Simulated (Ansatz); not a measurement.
Property card for HfGeTe

HfGeTe:
Space group P4/nmm, origin choice 1 (No. 129); a = 3.732 Å, b = 3.732 Å, c = 10.202 Å, α = 90.00°, β = 90.00°, γ = 90.00°

```json
[
 {"atom": "Hf", "site": "2c", "symmetry": "4mm", "x": "0.5000", "y": "0.0000", "z": "0.2082"},
 {"atom": "Ge", "site": "2a", "symmetry": "-4m2", "x": "0.0000", "y": "0.0000", "z": "0.0000"},
 {"atom": "Te", "site": "2c", "symmetry": "4mm", "x": "0.0000", "y": "0.5000", "z": "0.3394"}
]
```

Space group P4/nmm (No. 129); conventional cell a = b = 3.7317 Å, c = 10.2019 Å, α = β = γ = 90.00°.

Method: DFT-r²SCAN in the program Ansatz with PAW potentials. Geometry: relaxed at this level of theory. Other levels are named where they apply.

**Cell and energy**

| Property | Result |
|---|---|
| Volume per atom | 23.68 Å³ |
| Density | 8.85 g/cm³ |
| Formation energy from the elements (no fitted shifts) | -0.76 eV/atom |

**Electronic structure**

| Property | Value |
|---|---|
| Electronic character | metallic (no gap) |
| Density of states at the Fermi level | 0.21 states/eV per atom (mean over ±0.08 eV) |

The workflow started from a Materials Project entry (that database holds measured and hypothetical structures alike); the Crystallography Open Database files this formula in space group No. 129, but the cells were not matched. Whether it is the stable phase at ambient conditions was not checked. The cell was relaxed with r²SCAN under the symmetry of its start; its stability against distortions is not shown here. The run is not spin-polarised. A crystal of weakly bound layers computed without a dispersion correction: the cell and the soft elastic constants depend strongly on that. The references are the lowest solids computed at this level, not always the standard phases. Spin–orbit coupling is left out wherever it is not named.

Potentials: the earlier of the program's two PAW sets.
